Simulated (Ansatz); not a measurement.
# Profile along the Ti–O line in TiO2 (rutile)

TiO₂ (rutile)

```
CELL_PARAMETERS angstrom
      4.59159     0.00000     0.00000
      0.00000     4.59159     0.00000
      0.00000     0.00000     2.93910
ATOMIC_POSITIONS crystal
  Ti 0.00000 0.00000 0.00000
  Ti 0.50000 0.50000 0.50000
  O  0.30442 0.30442 0.00000
  O  0.80442 0.19558 0.50000
  O  0.19558 0.80442 0.50000
  O  0.69558 0.69558 0.00000
```

Fields along a shortest Ti–O line of a (-1 1 0) plane (1.94 Å), from Ti to O, interpolated on the slice's grid (step about 0.2 Å). Computed with PBEsol (plane waves to 420 eV, PAW, scalar-relativistic; Ansatz, an electronic-structure program). k mesh 7×7×11. These are valence fields of a PAW run, semicore shells included where kept as valence: close to a nucleus they are smooth pseudo fields. The PAW data are Ansatz's earlier set. TiO2 is run without spin polarisation. TiO2 was relaxed with its symmetry unable to fall.

| distance from Ti (Å) | valence electron density (e/Å³) | electron localisation function |
|---|---|---|
| 0.00 | 12.04 | x |
| 0.10 | 11.77 | x |
| 0.19 | 10.91 | x |
| 0.29 | 9.49 | x |
| 0.39 | 7.65 | x |
| 0.48 | 5.64 | 0.76 |
| 0.58 | 3.73 | 0.73 |
| 0.68 | 2.23 | 0.59 |
| 0.78 | 1.32 | 0.38 |
| 0.87 | 0.89 | 0.22 |
| 0.97 | 0.76 | 0.22 |
| 1.07 | 0.82 | 0.39 |
| 1.16 | 1.06 | 0.61 |
| 1.26 | 1.50 | 0.77 |
| 1.36 | 2.21 | 0.82 |
| 1.46 | 3.27 | 0.79 |
| 1.55 | 4.65 | x |
| 1.65 | 6.14 | x |
| 1.75 | 7.47 | x |
| 1.84 | 7.87 | x |
| 1.94 | 7.87 | x |

x: too close to a nucleus for the ELF to mean much.

Density on the Ti–O line (1.94 Å) at its midpoint: 0.76 e/Å³. ELF at that point: 0.2.
